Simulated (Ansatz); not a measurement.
TiO2: course of a relaxation

These are results of Ansatz, DFT PBE, scalar-relativistic, plane waves, PAW, not measurements. Settings: 420 eV cutoff, 10×10×10 k-mesh, Gaussian smearing of 0.02 eV, no spin polarisation.

What was changed: relaxed at 3 GPa.

Command:

```bash
ansatz run input.yaml --threads 1 --pin off --max-ram 2560MiB --backend cpu --events-out ev --progress --plain --runs-dir out
```

Input:

```yaml
crystal:
  lattice:
    - [-1.8818183704, 1.8818183704, 4.8034842493]
    - [1.8818183704, -1.8818183704, 4.8034842493]
    - [1.8818183704, 1.8818183704, -4.8034842493]
  atoms:
    - { symbol: Ti, position: [0.0, 0.0, 0.0] }
    - { symbol: Ti, position: [0.75, 0.25, 0.5] }
    - { symbol: O, position: [0.956481458, 0.456481458, 0.5] }
    - { symbol: O, position: [0.206481458, 0.206481458, 0.0] }
    - { symbol: O, position: [0.543518542, 0.043518542, 0.5] }
    - { symbol: O, position: [0.793518542, 0.793518542, 0.0] }
basis:
  ecutwfc: 420
kpoints:
  mp_grid: { grid: [10, 10, 10] }
hamiltonian:
  xc: pbe
scf:
  occupations: { method: gaussian, width: 0.02 }
output:
  forces: true
  stress: true
  eigenvalues: true
relax:
  adjacent_minimum: "off"
  f_tol: 0.008
  max_steps: 50
  cell: { stress_tol: 0.08, p_target: 3.0 }
```

F is the free energy. Steps run on the plane waves of an earlier cell, but the last one, and at times one on the way, on a freshly chosen basis, so a repeated geometry can differ a little in energy. The relaxation lowers the enthalpy F + PV at the target pressure, so F itself can rise.

Steps:

| step | F − F(1) (eV) | largest force component (eV/Å) | V (Å³/atom) | P (GPa) |
| --- | --- | --- | --- | --- |
| 1 | 0.0000 | 0.156 | 11.340 | 6.18 |
| 2 | -0.0181 | 0.062 | 11.439 | 3.90 |
| 3 | -0.0225 | 0.006 | 11.475 | 2.96 |
| 4 | -0.0224 | 0.000 | 11.473 | 2.93 |
| 5 | -0.0218 | 0.000 | 11.465 | 3.00 |
| 6 | -0.0253 | 0.001 | 11.465 | 3.10 |
| 7 | -0.0257 | 0.000 | 11.470 | 3.00 |
| 8 | -0.0258 | 0.000 | 11.470 | 3.00 |

Relaxed structure:

```yaml
crystal:
  lattice:
    - [-1.89418, 1.89418, 4.79508]
    - [1.89418, -1.89418, 4.79508]
    - [1.89418, 1.89418, -4.79508]
  atoms:
    - { symbol: Ti, position: [0.00000, 0.00000, 0.00000] }
    - { symbol: Ti, position: [0.75000, 0.25000, 0.50000] }
    - { symbol: O, position: [0.95782, 0.45782, 0.50000] }
    - { symbol: O, position: [0.20782, 0.20782, 0.00000] }
    - { symbol: O, position: [0.54218, 0.04218, 0.50000] }
    - { symbol: O, position: [0.79218, 0.79218, 0.00000] }
```

The structure is tetragonal, space group I4_1/amd (No. 141). Conventional cell: a = 3.788 Å, b = 3.788 Å, c = 9.590 Å, α = 90.00°, β = 90.00°, γ = 90.00°. Ti (site symmetry -4m2) has 6 O at 1.94 to 1.99 Å as nearest neighbours. O (site symmetry 2mm) has 3 Ti at 1.94 to 1.99 Å as nearest neighbours.

The run converged. It took 97 s on 1 thread of Arm Neoverse V1, on a shared host, peak memory 0.45 GiB.